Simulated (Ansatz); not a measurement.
# Structures of GeSb$_{2}$: which is lowest?

Plane-wave DFT in Ansatz with scalar-relativistic PAW potentials, cutoff 420 eV, Γ-centred meshes chosen by cell and gap, Gaussian smearing with energies taken to zero width. Every cell was relaxed (cell and atoms) in a run of its own, within the symmetry of its start. Functional: PBE.

Relaxed structures (starts from databases or built by putting these elements on another compound's sites):
A. I4/mmm, 3 atoms in the computed cell, a = 3.682 Å, c = 11.184 Å; sites (symmetry × multiplicity) Ge 4/mmm × 2, Sb 4mm × 4; start: built
B. P6/mmm, 3 atoms in the computed cell, a = 5.392 Å, c = 3.078 Å; sites (symmetry × multiplicity) Ge 6/mmm × 1, Sb -6m2 × 2; start: built
C. Pnnm, 6 atoms in the computed cell, a = 5.776 Å, b = 7.414 Å, c = 3.935 Å; sites (symmetry × multiplicity) Ge ..2/m × 2, Sb ..m × 4; start: built

Problem. Rank them by energy. Could pressure change the order?

Solution.
| structure | group | E − E(lowest) (meV/atom) | V (Å³/atom) | gap on mesh (eV) |
| --- | --- | --- | --- | --- |
| C | Pnnm | 0.0 | 28.08 | 0.00 |
| A | I4/mmm | 64 | 25.27 | 0.00 |
| B | P6/mmm | 135 | 25.83 | 0.00 |

C is lowest, 64 meV/atom under A. A is denser by 2.81 Å³/atom, so pressure favours it: ΔE/ΔV, with ΔE in eV and 1 eV/Å³ = 160.2 GPa, gives about 3.7 GPa for equal enthalpy if both cells were rigid, a rough figure since the two compress differently. Other structures may lie lower than all of these, and vibrations aren't counted.

Spin-orbit coupling is left out, which matters for the bands of heavy elements.